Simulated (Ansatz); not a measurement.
## Ta5As4: computed property card

Ta5As4:
Space group I4/m (No. 87); a = 9.8321 Å, b = 9.8321 Å, c = 3.4491 Å, α = 90.00°, β = 90.00°, γ = 90.00°

| atom | site | symmetry | x | y | z |
|---|---|---|---|---|---|
| Ta | 8h | m.. | 0.3687 | 0.3055 | 0.0000 |
| Ta | 2a | 4/m.. | 0.0000 | 0.0000 | 0.0000 |
| As | 8h | m.. | 0.2827 | 0.0526 | 0.0000 |
(The calculation used a cell of 9 atoms; values per cell refer to that cell.)

Space group I4/m (No. 87); conventional cell a = b = 9.832 Å, c = 3.449 Å, α = β = γ = 90.00°.

Method: r²SCAN (plane waves, PAW; program Ansatz). Geometry: relaxed at this level of theory. Other levels are named where they apply.

Cell and energy:

```
Item                   Value
---------------  -----------
Volume per atom     18.52 Å³
Density          12.00 g/cm³
```

Electronic structure:

```
Property                                                                     Value
------------------------------------  --------------------------------------------
Electronic character                                             metallic (no gap)
Density of states at the Fermi level  0.29 states/eV per atom (mean over ±0.08 eV)
```

The workflow started from a Materials Project entry (that database holds measured and hypothetical structures alike); the Crystallography Open Database files this formula in space group No. 87, but the cells were not matched. Whether it is the stable phase at ambient conditions was not checked. The cell was relaxed with r²SCAN under the symmetry of its start; whether a distortion lowers the energy is not shown. The run is not spin-polarised. Scalar-relativistic: spin–orbit coupling is off unless named, which matters more the heavier the elements.

Potentials: the later of the program's two PAW sets.
